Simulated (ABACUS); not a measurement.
A self-consistent single point of InAs (F-43m, 8 atoms in the cell; from Materials Project mp-20305, changed as shown) with ABACUS.

Level of theory: PBE, PseudoDojo 0.5 standard norm-conserving PBE (tails mended) pseudopotentials (plane waves; ABACUS).

The change in words: lattice scaled by 0.98. Reference geometry (F-43m):
```xyz
8
Lattice="6.1071 0.0000 0.0000 0.0000 6.1071 0.0000 0.0000 0.0000 6.1071" Properties=species:S:1:pos:R:3 pbc="T T T"
In     1.5268     1.5268     1.5268
In     1.5268     4.5803     4.5803
In     4.5803     1.5268     4.5803
In     4.5803     4.5803     1.5268
As     0.0000     0.0000     0.0000
As     0.0000     3.0536     3.0536
As     3.0536     0.0000     3.0536
As     3.0536     3.0536     0.0000
```

Reference input (self-consistent single point, DFT, PBE, plane waves, PseudoDojo 0.5 standard norm-conserving PBE (tails mended) pseudopotentials): KPT = Gamma 3 3 3 0 0 0; basis_type = pw; dft_functional = PBE; ecutwfc = 84 Ry; smearing_method = fd; smearing_sigma = 0.00734986 Ry; potentials = PseudoDojo 0.5 standard norm-conserving PBE (tails mended); symmetry = 1; ks_solver = dav_subspace; scf_nmax = 100; scf_thr = 1.0e-09 Ry; mixing_type = pulay. This run's input differs from it in these lines:

```diff
@@ -26,5 +26,5 @@
 LATTICE_VECTORS
-   6.1071200000    0.0000000000    0.0000000000
-   0.0000000000    6.1071200000    0.0000000000
-   0.0000000000    0.0000000000    6.1071200000
+   5.9849780000    0.0000000000    0.0000000000
+   0.0000000000    5.9849780000    0.0000000000
+   0.0000000000    0.0000000000    5.9849780000
```

Output, abridged:

```
 SELF-CONSISTENT
 -------------------------------------------

                                 init_chg = atomic

 PW ALGORITHM --------------- ION=   1  ELEC=   1--------------------------------

 Notice: Threshold on eigenvalues was too large.

 Density error is 0.288468119878
                          Error Threshold = 0.000257115843777
 E_KohnSham     -1380.1858132024     -18778.3913583168
 E_Fermi        0.5996639877         8.1588471175

 PW ALGORITHM --------------- ION=   1  ELEC=   2--------------------------------

 Density error is 0.0398872218914
                          Error Threshold = 0.000257560821319
   [... lines left out ...]

 Density error is 1.70465959874e-09
                          Error Threshold = 1.28853080877e-11
 E_KohnSham     -1380.2608013210     -18779.4116240113
 E_Fermi        0.6349741202         8.6392661176

 PW ALGORITHM --------------- ION=   1  ELEC=   9--------------------------------

 Density error is 4.16687877133e-11
                          Error Threshold = 1.52201749887e-12
 E_KohnSham     -1380.2608013215     -18779.4116240181
 E_KS(sigma->0) -1380.2601297698     -18779.4024870887
 E_entropy(-TS) -0.0013431034        -0.0182738587
 E_Fermi        0.6349758540         8.6392897064
 charge density convergence is achieved
 final etot is -18779.411624 eV
 EFERMI = 8.6392897064 eV

 STATE ENERGY(eV) AND OCCUPATIONS    NSPIN == 1
   [... 65 lines left out ...]

 TOTAL-FORCE (eV/Angstrom)
                       In1         0.0000572094         0.0000572094         0.0000572094
                       In2         0.0000572094        -0.0000572094        -0.0000572094
                       In3        -0.0000572094         0.0000572094        -0.0000572094
                       In4        -0.0000572094        -0.0000572094         0.0000572094
                       As1         0.0000000000         0.0000000000         0.0000000000
                       As2         0.0000000000         0.0000000000         0.0000000000
                       As3         0.0000000000         0.0000000000         0.0000000000
   [... lines left out ...]

 TOTAL-STRESS (KBAR)
        63.4369897120        -0.0000000000         0.0000000000
         0.0000000000        63.4369897120        -0.0000000000
         0.0000000000         0.0000000000        63.4369897120
 TOTAL-PRESSURE: 63.436990 KBAR

 --------------------------------------------
 !FINAL_ETOT_IS -18779.4116240180665045 eV
 --------------------------------------------
```

The run converged in 9 iterations. Against the reference run the free energy rises by 44.0 meV/atom and the pressure goes from 2.28 to 6.34 GPa.

The structure comes from a collection of computed structures, made at another level of theory; the collection holds predicted forms beside known ones. No clean gap shows at this smearing width and mesh (spacing up to 0.35 Å⁻¹); the mesh is coarse for partly filled bands, so the values carry mesh errors. Semi-local functionals can close small gaps.

Cost on one core: roughly 70 core-seconds.

“Tails mended”: in these copies of the files the far tail of each local potential was reset to the Coulomb form.
